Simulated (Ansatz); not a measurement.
**How far is PAW off for TaN?**

```yaml
crystal:
  lattice:
    - [2.96738, 0.00000, 0.00000]
    - [-1.48369, 2.56983, 0.00000]
    - [0.00000, 0.00000, 2.88300]
  atoms:
    - { symbol: Ta, position: [0.33333, 0.66667, 0.50000] }
    - { symbol: N, position: [0.00000, 0.00000, 0.00000] }
```

Atoms are numbered in the order listed.

The cell comes from COD entry 1538016, which wasn't checked; take it as a given geometry. The listed cell was then made from it by scaling, straining or moving an atom.

Spin–orbit coupling is left out, though it moves levels of the heavy atoms by tenths of an eV or more.

Methods: DFT, PBEsol, PAW with Ansatz's default frozen-core files, scalar-relativistic (Ansatz 0.2.0); DFT, PBEsol, all-electron PAW with datasets made for the crystal, scalar-relativistic (Ansatz 0.2.0); DFT, PBEsol, all-electron LAPW, scalar-relativistic (Ansatz 0.2.0).

For PAW: a Γ-centred 12×12×10 k mesh, Fermi–Dirac smearing of 0.02 eV, cutoff 420 eV, no spin polarisation; the PAW files were made with PBE, and the program remakes their frozen cores for this functional. The crystal-made all-electron datasets (AE datasets) take a cutoff of 460 eV at this cell. LAPW targets a basis error of 0.5 meV/atom. The Ansatz runs share mesh, smearing and spin set-up. Plane-wave (PAW) pressures include the program's estimate of the Pulay term.

Stress and pressure are positive in compression.

The change that made this cell: equal xx and yy strain of +1 %.

No spin–orbit coupling: at heavy atoms the gradients can be off by tens of per cent for that reason.

In a metal, gradients converge slowly with the k mesh: the values move by tens of per cent from one mesh to another, at times in sign, so only the comparison on one mesh counts.

```json
{"quantity": "pressure (GPa)", "PAW": "-11.12", "AE datasets": "-10.98", "LAPW": "-10.98"}
{"quantity": "stress xx (GPa)", "PAW": "-12.81", "AE datasets": "-12.66", "LAPW": "-12.66"}
{"quantity": "stress zz (GPa)", "PAW": "-7.76", "AE datasets": "-7.62", "LAPW": "-7.62"}
{"quantity": "field gradient Vzz at Ta1 (10²¹ V/m²)", "PAW": "4.67", "AE datasets": "5.30", "LAPW": "–"}
```

PAW's pressure differs from the LAPW value by -0.14 GPa. Datasets made for the crystal and LAPW share parts of one code, so their agreement isn't an independent check.
